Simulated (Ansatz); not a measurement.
One crystal and one scan (scan of one atom of the cell) at two levels, PBE (plane waves to 420 eV, PAW, scalar-relativistic; Ansatz, an electronic-structure program) and r2SCAN (plane waves to 500 eV, PAW, scalar-relativistic; Ansatz), each from its own relaxed cell and on its own mesh. The cell shown is that of PBE.

TiSi₂ (C49 type, space group Cmcm)

```yaml
crystal:
  lattice:
    - [1.77307, -6.78170, 0.00000]
    - [1.77307, 6.78170, 0.00000]
    - [0.00000, 0.00000, 3.57984]
  atoms:
    - { symbol: Si, position: [0.94083, 0.05917, 0.75000] }
    - { symbol: Si, position: [0.05917, 0.94083, 0.25000] }
    - { symbol: Si, position: [0.25028, 0.74972, 0.75000] }
    - { symbol: Si, position: [0.74972, 0.25028, 0.25000] }
    - { symbol: Ti, position: [0.60319, 0.39681, 0.75000] }
    - { symbol: Ti, position: [0.39681, 0.60319, 0.25000] }
```

Scan: atom 2 (Si, nearest neighbour Si at 2.404 Å; its periodic images, 3.5 Å or more away, move with it) is displaced along Cartesian [111], direction (0.577, 0.577, 0.577) in Cartesian axes, by s. The other atoms stay.

The energy includes the smearing's −TS. This is one of several known forms of TiSi2; the measured ambient cells at hand have space group No. 70. TiSi2 is run without spin polarisation. TiSi2 was relaxed with its symmetry unable to fall. With partly filled bands, energies and forces of such displacements shift with the k mesh and the smearing. Both scans cover s from -0.240 to 0.240 Å.

ΔE (meV/cell), each from the undisplaced structure of its own level:

| s (Å) | PBE | r2SCAN |
|---|---|---|
| -0.240 | 283 | 303 |
| -0.192 | 181 | 195 |
| -0.144 | 102 | 110 |
| -0.096 | 46 | 49 |
| -0.048 | 12 | 12 |
| 0.000 | 0 | 0 |
| 0.048 | 12 | 13 |
| 0.096 | 48 | withheld |
| 0.144 | 110 | 119 |
| 0.192 | 199 | 215 |
| 0.240 | 317 | 344 |

Task: Estimate the r2SCAN value at 0.096 from the PBE value there and the ratio of the two levels in the two nearest given rows on that side of the minimum.

Result: At 0.144 and 0.192 the ratio r2SCAN/PBE averages 1.081, which gives 1.081 × 48 = 52 meV/cell. The calculation gives 52 meV/cell, +8.3 % against PBE.

(A displaced cell: forces are minus the slopes of the energy, force constants its curvatures, and phonons follow from these.)
